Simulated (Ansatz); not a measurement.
The start is a relaxed TiAl cell, doubled along one cell vector, shaken by Gaussian noise of σ = 0.08 Å a coordinate. A full variable-cell relaxation at zero pressure is run with PBEsol (plane waves to 420 eV, PAW, scalar-relativistic; Ansatz, an electronic-structure program). The first steps use a coarse 10×5×11 k-mesh.

The start:
```
CELL_PARAMETERS angstrom
      3.32083     0.00000     0.00000
      0.00000     6.64166     0.00000
      0.00000     0.00000     2.86884
ATOMIC_POSITIONS crystal
  Al 0.03916 0.01454 0.02558
  Al 0.97867 0.52681 0.96351
  Ti 0.47106 0.27474 0.49001
  Ti 0.49282 0.77509 0.48843
```

Task: Which atoms feel the largest initial force, and how large is it?

Result: 1.52 eV/Å, on Al1 (atoms numbered as listed).

Task: How much energy is released per atom?

Result: 0.18 eV/atom.

Task: Does it find its way back to the structure it was made from?

Result: It does not go back: it reaches P4/mmm (No. 123), AFLOW prototype AB_tP2_123_a_d (L1_0, as in CuAu), 0.13 eV/atom below the parent.

Task: How do the shortest distances between atoms change?

Result: The closest pairs of elements (up to four, under 3.6 Å), start → end: Al–Ti 2.56 → 2.82 Å; Ti–Ti 2.87 → 2.80 Å; Al–Al 2.87 → 2.80 Å.

Task: Is the relaxed structure metallic? Give its gap.

Result: No gap (metallic).

Task: What does it relax into? Give the structure.

Result: 
```cif
data_AlTi
_chemical_formula_sum 'Al1 Ti1'
_space_group_name_H-M_alt 'P4/mmm'
_space_group_IT_number 123
_space_group_name_Hall '-P 4 2'
_cell_length_a 2.79726
_cell_length_b 2.79726
_cell_length_c 4.03246
_cell_angle_alpha 90.000
_cell_angle_beta 90.000
_cell_angle_gamma 90.000
loop_
_atom_site_label
_atom_site_type_symbol
_atom_site_symmetry_multiplicity
_atom_site_Wyckoff_symbol
_atom_site_fract_x
_atom_site_fract_y
_atom_site_fract_z
_atom_site_occupancy
Al1 Al 1 b 0.00000 0.00000 0.50000 1
Ti1 Ti 1 c 0.50000 0.50000 0.00000 1
```

Final values are on a 17×17×12 k-mesh of the relaxed cell. No spin polarisation in the result.

The first start was generated by a random draw of sites in a space group. A measured structure of TiAl has the same space group, P4/mmm (No. 123); the sites were not compared with it.
